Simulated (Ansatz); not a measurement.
Se:
```yaml
crystal:
  lattice:
    - [4.52399, 0.00000, 0.00000]
    - [-2.26200, 3.91789, 0.00000]
    - [0.00000, 0.00000, 5.04433]
  atoms:
    - { symbol: Se, position: [0.21868, 0.00000, 0.83333] }
    - { symbol: Se, position: [0.00000, 0.21868, 0.16667] }
    - { symbol: Se, position: [0.78132, 0.78132, 0.50000] }
```

This is the PBE-relaxed structure.

Problem. All from DFT-PBE in the program Ansatz with PAW potentials, unless another level is named. Give the band gap.

Solution. 1.03 eV (indirect).

Problem. Predict the smallest direct gap on the standard path.

Solution. 1.21 eV.

Problem. Next, the valence-band maximum?

Solution. at L.

Space group P3_121 (trigonal Se type). The cell was relaxed with PBE under the symmetry of its start. A crystal of weakly bound chains computed without a dispersion correction: the cell and the soft elastic constants depend strongly on that. Spin–orbit coupling is left out wherever it is not named.

Potentials: the earlier of the program's two PAW sets.
